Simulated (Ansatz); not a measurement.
**LiCl with Te replacing Cl: do the settings matter for the field gradients?**

Cell: a supercell of LiCl (rock salt type, Fm-3m) built from a computed structure from the Materials Project (it need not be an observed phase), with all atoms left at the host's positions.

```cif
data_Li27TeCl26
_symmetry_space_group_name_H-M 'Fm-3m'
_symmetry_Int_Tables_number 225
_cell_length_a 15.2527
_cell_length_b 15.2527
_cell_length_c 15.2527
_cell_angle_alpha 90.000
_cell_angle_beta 90.000
_cell_angle_gamma 90.000
loop_
_atom_site_label
_atom_site_type_symbol
_atom_site_symmetry_multiplicity
_atom_site_Wyckoff_symbol
_atom_site_fract_x
_atom_site_fract_y
_atom_site_fract_z
Li1 Li 32 f 0.3333 0.8333 0.8333
Li2 Li 24 e 0.5000 0.0000 0.8333
Li6 Li 48 h 0.8333 0.1667 0.0000
Li27 Li 4 a 0.0000 0.5000 0.5000
Te Te 4 b 0.5000 0.0000 0.0000
Cl29 Cl 48 i 0.6667 0.1667 0.0000
Cl32 Cl 32 f 0.8333 0.1667 0.1667
Cl42 Cl 24 e 0.0000 0.5000 0.3333
```

One atom of each set is listed; the run and its k-mesh use a cell of 54 atoms with edges of 10.79, 10.79, 10.79 Å.

Reference run. Computed with Ansatz: DFT, PBE, plane waves and PAW, scalar-relativistic, 420 eV cutoff, Γ-centred 2×2×2 k-points, Fermi–Dirac smearing 0.01 eV, cell charge -1.

(1) The input is changed as follows: `total_charge`: -1 → 0; `crystal.symmetry`: not typed → {detect: false}. What happens to V_zz (10²¹ V/m²) and η?

Results:

(1) 

```json
{"site": "Li2", "V_zz reference": "-0.14", "η reference": "0.00", "V_zz changed": "-0.030", "η changed": "0.00"}
{"site": "Te", "V_zz reference": "0.00", "η reference": "–", "V_zz changed": "-0.016", "η changed": "0.82"}
{"site": "Cl29", "V_zz reference": "-1.81", "η reference": "0.01", "V_zz changed": "0.78", "η changed": "0.06"}
{"site": "Cl32", "V_zz reference": "0.42", "η reference": "0.00", "V_zz changed": "-0.016", "η changed": "0.00"}
{"site": "Cl42", "V_zz reference": "-0.27", "η reference": "0.00", "V_zz changed": "-0.021", "η changed": "0.00"}
```

The largest change of V_zz is on Cl29, from -1.81 to 0.78. V_zz changes sign on Cl29 (same axis). Other sites with |V_zz| of 0.02 or less aren't listed. The changed cell is neutral, so it isn't the same charge state. It has an odd number of electrons and no spin polarisation, so the extra carrier is shared by both spins and spread out, where a real one carries spin and can localise. The gap no longer holds the Fermi energy in the changed run, so its gradients also hang on the k-mesh and the smearing. SCF iterations: 7 and 9.

On the reference run: The defect repeats with the cell of 54 atoms, so it feels its images: sites between two images don't show the values beside a lone defect, and zeros or small values of η there can come from the images' arrangement. A uniform background compensates the cell's charge. Without spin–orbit coupling the gradients at and beside Te can be off by some per cent, at some sites by more. With these PAW files V_zz is typically within 2 to 3 % of all-electron values, but misses above 10 % occur on Li. The neighbours have not yet relaxed around the defect (largest force 0.50 eV/Å), so a real crystal will differ.
